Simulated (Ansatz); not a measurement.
Data:

VSi2:
```xyz
9
Lattice="4.5291 0.0000 0.0000 -2.2645 3.9223 0.0000 0.0000 0.0000 6.3306" Properties=species:S:1:pos:R:3 pbc="T T T"
V      2.2645     0.0000     0.0000
V      1.1323     1.9611     2.1102
V     -1.1323     1.9611     4.2204
Si     0.0000     1.2775     0.0000
Si     3.4227     0.6388     2.1102
Si     1.1582     3.2835     4.2204
Si     2.2645     2.6447     0.0000
Si    -1.1582     3.2835     2.1102
Si     1.1064     0.6388     4.2204
```
Starting moments (μB, in the order of the atoms V V V Si Si Si Si Si Si): 0.3 0.3 0.3 0.0 0.0 0.0 0.0 0.0 0.0.

This is the r²SCAN-relaxed structure.

Problem. All from r²SCAN in the plane-wave PAW code Ansatz, unless another level is named. Predict the electronic character.

Solution. metallic (no gap).

Problem. Next, the formation energy from the elements (no fitted shifts)?

Solution. -0.47 eV/atom.

Problem. Give the density of states at the Fermi level.

Solution. 0.46 states/eV per atom (mean over ±0.08 eV).

Space group P6_222. The cell was relaxed with r²SCAN under the symmetry of its start. Spin order of the final state: ferromagnetic, the only order run, not a proven ground state. Other orbital occupations within this spin state were not tried. The references are the lowest solids computed at this level, not always the standard phases.

Potentials: the later of the program's two PAW sets.
